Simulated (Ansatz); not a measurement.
## Sn (bcc): energy against volume

These are results of Ansatz 0.2.0, DFT, BLYP, plane waves (420 eV) with PAW, scalar-relativistic, not measurements. (PAW data from PBE, frozen cores regenerated.)

The cell is scaled uniformly from the relaxed one, with fractional coordinates and shape fixed. Energies are extrapolated to zero smearing, pressures are those at the given smearing. Magnetic state: spin not included.

A Birch-Murnaghan fit gives V₀ = 30.68 Å³/atom, B₀ = 35 GPa, B₀′ = 4.4.

Q: What are the energy above the minimum and the pressure at 26.906 Å³/atom?

A: 64.8 meV/atom and 6.19 GPa as computed.

Q: What are the energy above the minimum and the pressure at 28.129 Å³/atom?

A: 27.4 meV/atom and 3.71 GPa as computed.

Q: What are the energy above the minimum and the pressure at 31.798 Å³/atom?

A: 4.2 meV/atom and -1.15 GPa as computed.
